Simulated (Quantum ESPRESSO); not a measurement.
## Kohn-Sham bands of LiF (rock salt)

```yaml
crystal:
  lattice:
    - [0.00000, 2.04171, 2.04171]
    - [2.04171, 0.00000, 2.04171]
    - [2.04171, 2.04171, 0.00000]
  atoms:
    - { symbol: Li, position: [0.00000, 0.00000, 0.00000] }
    - { symbol: F, position: [0.50000, 0.50000, 0.50000] }
```

Structure: Materials Project mp-1138, symmetrised, not relaxed again. COD (Crystallography Open Database) has an entry of this formula and space group (matched by these alone). Method: PBEsol plane waves in Quantum ESPRESSO 7.5 (PseudoDojo norm-conserving files, 68 Ry, no spin polarisation, no spin-orbit coupling), Bloch states on a 10×10×10 mesh through Γ, Wannier90 4.0.1. Density: 14×14×14 mesh, cold smearing 0.01 Ry.

Energies are relative to the valence-band maximum; weights are on the orthonormalised atomic waves of the pseudopotential files, averaged over the group. 10 electrons a cell are treated as valence.

```tsv
bands	from (eV)	to (eV)	filling	weight on atomic waves
1	-40.29	-40.22	filled	…
2	-19.69	-19.04	filled	…
3–5	-2.87	0.00	filled	…
```

Question: Which atomic shells make up each group?

Answer: 
- 1, weight on atomic waves: Li 1s 98 %
- 2, weight on atomic waves: F 2s 94 %, Li 2s 6 %
- 3–5, weight on atomic waves: F 2p 97 %

The Kohn-Sham gap over both meshes and the path is 8.59 eV.
